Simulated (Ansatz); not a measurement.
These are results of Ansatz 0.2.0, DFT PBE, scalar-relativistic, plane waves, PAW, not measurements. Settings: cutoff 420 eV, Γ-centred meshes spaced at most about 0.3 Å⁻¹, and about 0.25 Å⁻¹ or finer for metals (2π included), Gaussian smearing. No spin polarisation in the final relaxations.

Temperature and zero-point effects are left out.

Two relaxed structures of Bi₄Te:

A.

```cif
data_structure
_symmetry_space_group_name_H-M 'R32:H'
_symmetry_Int_Tables_number 155
_cell_length_a 6.8454
_cell_length_b 6.8454
_cell_length_c 15.6573
_cell_angle_alpha 90.000
_cell_angle_beta 90.000
_cell_angle_gamma 120.000
_cell_volume 635.39
loop_
_atom_site_label
_atom_site_type_symbol
_atom_site_symmetry_multiplicity
_atom_site_Wyckoff_symbol
_atom_site_fract_x
_atom_site_fract_y
_atom_site_fract_z
_atom_site_occupancy
Bi1 Bi 3 b 0.33333 0.66667 0.16667 1
Bi2 Bi 9 d 0.22497 0.33333 0.33333 1
Te1 Te 3 a 0.00000 0.00000 0.00000 1
```

B.

```cif
data_structure
_symmetry_space_group_name_H-M 'Im-3m'
_symmetry_Int_Tables_number 229
_cell_length_a 7.2365
_cell_length_b 7.2365
_cell_length_c 7.2365
_cell_angle_alpha 90.000
_cell_angle_beta 90.000
_cell_angle_gamma 90.000
_cell_volume 378.95
loop_
_atom_site_label
_atom_site_type_symbol
_atom_site_symmetry_multiplicity
_atom_site_Wyckoff_symbol
_atom_site_fract_x
_atom_site_fract_y
_atom_site_fract_z
_atom_site_occupancy
Bi1 Bi 8 c 0.25000 0.25000 0.75000 1
Te1 Te 2 a 0.00000 0.00000 0.00000 1
```

Question: Which is lower in energy, and by how much?

Answer: A is lower, by 107 meV/atom. A has space group R32 (No. 155), 42.4 Å³/atom and no gap on its mesh; B has space group Im-3m (No. 229), 37.9 Å³/atom and no gap. Counting Bi atoms around Te (those within 1.25 times the shortest such distance or 1.15 times the sum of covalent radii, 1.27 where that leaves under three), A has Te 3 and B has Te 8. The lower one is the more open, so pressure narrows the difference. Even the lower one lies +0.20 eV/atom against the reference forms of the elements (uncorrected), so neither is stable at this level. In A, around Bi on a site of symmetry 32 lie 6 Bi at 3.30 Å; around Bi on a site of symmetry 2 lie 1 Te at 3.02 Å, 6 Bi at 3.30–3.49 Å and 1 Te at 3.82 Å; around Te lie 3 Bi at 3.02 Å and 3 Bi at 3.82 Å. In B, Bi has 2 Te at 3.13 Å and 6 Bi at 3.62 Å; Te has 8 Bi at 3.13 Å. Both come from invented guesses. A third cell relaxed alike, in P6/mmm, lies 94 meV/atom below the lower of the two.

Spin–orbit coupling, which can matter for Bi and Te, is left out. Cells relaxed within their symmetry can be saddle points.
